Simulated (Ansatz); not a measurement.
Relaxed-ion elastic tensor of InPd$_{3}$ (Cu3Au type, Pm-3m) in GPa (Voigt order), LDA (plane waves, PAW; program Ansatz); density 11.86 g/cm³, 15.19 Å³ per atom.

```
 226   174   174   0.0   0.0   0.0
 174   226   174   0.0   0.0   0.0
 174   174   226   0.0   0.0   0.0
 0.0   0.0   0.0  82.0   0.0   0.0
 0.0   0.0   0.0   0.0  82.0   0.0
 0.0   0.0   0.0   0.0   0.0  82.0
```

Is the crystal mechanically stable?

Yes: the smallest eigenvalue of C is 52.5 GPa.

Work out the Voigt, Reuss and Hill averages.

K_V = 191, K_R = 191, K_H = 191; G_V = 59.7, G_R = 44.4, G_H = 52.0 GPa.

Give Young's modulus, Poisson's ratio, Pugh's ratio and the universal anisotropy index.

E = 9KG/(3K + G) = 143 GPa; ν = 0.38; K/G = 3.68 (ductile by the Pugh limit of 1.75); A_U = 5G_V/G_R + K_V/K_R − 6 = 1.73.

Estimate the sound speeds and the Debye temperature.

v_l = √((K + 4G/3)/ρ) = 4690 m/s, v_t = √(G/ρ) = 2090 m/s, mean 2360 m/s; Θ = (h/k)(3n/4πV)^(1/3) v_m = 284 K.

Give the Zener ratio and Young's modulus along [100], [110] and [111].

A = 2C44/(C11 − C12) = 3.12; 1/E = S11 − 2(S11 − S12 − S44/2)Γ with Γ = 0, 1/4, 1/3 gives 75.4, 147, 215 GPa.

The first step of the workflow began from a Materials Project structure, measured or hypothetical; the Crystallography Open Database copy checked does not list it. With In and Pd taken as one species the cell has the higher symmetry Fm-3m, so it may be an ordered model of a mixed-site phase. Whether it is the stable phase at ambient conditions was not checked. The cell was relaxed with LDA under the symmetry of its start; of distortions, only those at the zone centre were tested. The run is not spin-polarised. As this level gives no gap, shear constants depend on the k-mesh and smearing (Fermi–Dirac, 0.1 eV here).

Potentials: the later of the program's two PAW sets.
